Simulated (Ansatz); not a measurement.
Li2Pd, DFT, LDA, all-electron PAW with datasets made for the crystal, scalar-relativistic (Ansatz 0.2.0), run on 1 thread of Arm Neoverse V1 on a shared host.

The cell comes from COD entry 1523156, which wasn't checked; take it as a given geometry. The listed cell was then made from it by scaling, straining or moving an atom.

Command: `ansatz run input.yaml --threads 1 --pin off --max-ram 4096MiB --backend cpu --events-out ev --progress --plain --runs-dir out`

```yaml
crystal:
  lattice:
    - [4.2267001844, -0.0422670018, -0.0422670018]
    - [-2.1499543895, 3.6815632348, -0.0154707964]
    - [-0.027319, -0.027319, 2.7319]
  atoms:
    - { symbol: Li, position: [0.3333333333, 0.6666666667, 0.5] }
    - { symbol: Li, position: [0.6666666667, 0.3333333333, 0.5] }
    - { symbol: Pd, position: [0.0, 0.0, 0.0] }
kpoints:
  mp_grid: { grid: [11, 11, 15] }
scf:
  occupations: { method: fermi_dirac, width: 0.08 }
hamiltonian:
  xc: lda
  pseudopotentials: { kind: all_electron, datasets: crystal }
output:
  forces: true
  stress: true
  eigenvalues: true
  efg: { contact_densities: true }
```

Question: How large is the problem that the program sets up?

Answer: 908 irreducible k-points, 419 plane waves at Γ, 16 bands.

Question: About how long does it take, and how much memory does it use?

Answer: 120 s of wall time for 9 SCF iterations, with a peak of 1.8 GiB. Times on shared machines scatter by tens of per cent.

Question: And the same cell and mesh by frozen-core PAW, asked for forces, stress, eigenvalues, efg, write_density, write_potential, elf, on the same hardware?

Answer: 40 s, peak memory 0.72 GiB.
